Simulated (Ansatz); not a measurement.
**MgCd2S3 under compression: one row to predict**

It was reached by relaxing an invented guess, and it needn't be the stable form of this composition.

Method: DFT PBE, scalar-relativistic, plane waves, PAW in Ansatz. The final run on the 6-atom cell used 420 eV, a Γ-centred 10×10×10 mesh, 0.02 eV smearing and no spin polarisation.

```yaml
crystal:
  lattice:
    - [-2.07100, 2.07100, 8.74332]
    - [2.07100, -2.07100, 8.74332]
    - [2.07100, 2.07100, -8.74332]
  atoms:
    - { symbol: Mg, position: [0.00000, 0.00000, 0.00000] }
    - { symbol: Cd, position: [0.33613, 0.33613, 0.00000] }
    - { symbol: Cd, position: [0.66387, 0.66387, 0.00000] }
    - { symbol: S, position: [0.25000, 0.75000, 0.50000] }
    - { symbol: S, position: [0.57746, 0.07746, 0.50000] }
    - { symbol: S, position: [0.92254, 0.42254, 0.50000] }
```

The cell was set to several volumes, with shape and atoms relaxed at each where symmetry leaves them free. Pressure is positive in compression, and energies count from the lowest row.

```
row  V (Å³/atom)  P (GPa)  ΔE (meV/atom)  gap on mesh (eV)
  1       22.000     9.08           76.1              2.02
  2       22.750     6.26           40.4              1.92
  3       23.500        ?              ?                 ?
  4       24.250     1.76            4.0              1.74
  5       25.000     0.00            0.0              1.66
  6       25.750    -1.49            3.6              1.58
  7       26.500    -2.76           13.6              1.50
  8       27.500    -4.16           35.3              1.39
```

**Question.** Find B = −V·ΔP/ΔV from rows 4 and 6 and from rows 1 and 2, and from the two its slope B′ and its value B0 at zero pressure.

**Answer.** Rows 4 and 6 give −(24.250 + 25.750)/2 × (-1.49 − (1.76))/(25.750 − 24.250) = 54.2 GPa at a mean pressure of 0.14 GPa. Rows 1 and 2 give −(22.000 + 22.750)/2 × (6.26 − (9.08))/(22.750 − 22.000) = 84.1 GPa at a mean pressure of 7.67 GPa. So B′ = (84.1 − 54.2)/(7.67 − (0.14)) = 3.97 and B0 = 54.2 − 3.97 × (0.14) = 53.6 GPa. A third-order Birch–Murnaghan fit to all the energies gives B0 = 53.8 GPa and B′ = 4.3.

**Question.** Estimate the pressure and energy of row 3.

**Answer.** From row 5, V0 = 25.000 × (1 + (0.00)/53.6) = 25.000 Å³/atom. Murnaghan's form P = (B0/B′)·[(V0/V)^B′ − 1] gives (53.6/3.97) × [(25.000/23.500)^3.97 − 1] = 3.76 GPa; the computed pressure is 3.83 GPa, so the estimate is off by -0.07 GPa. The work of compression from row 4, with the mean of the two pressures, gives ΔE = 4.0 + (3.76 + 1.76)/2 × (24.250 − 23.500)/160.2 × 1000 = 16.9 meV/atom (1 eV/Å³ = 160.2 GPa); the computed value is 17.0 meV/atom.

**Question.** Fit the gap against pressure through the other rows and estimate it at the computed pressure of row 3.

**Answer.** Over the 7 rows the mean pressure is 1.2414 GPa and the mean gap is 1.687 eV. The sums of products of deviations are S_xx = 141.1 and S_xy = 6.485, so the slope is 6.485/141.1 = 0.04596 (r = 0.99, rms misfit 0.03 eV). At 3.83 GPa the line gives 1.687 + (0.04596) × (3.83 − 1.2414) = 1.81 eV. The computed value is 1.83 eV, so the line is off by -0.02 eV, less than the largest miss among the fitted rows (0.05 eV).

Kohn–Sham gaps at this level usually fall short of measured ones. All volumes keep the k mesh of the relaxed cell. A later test with randomly moved atoms came back to the same energy, though modes that don't fit the test's cell weren't probed.
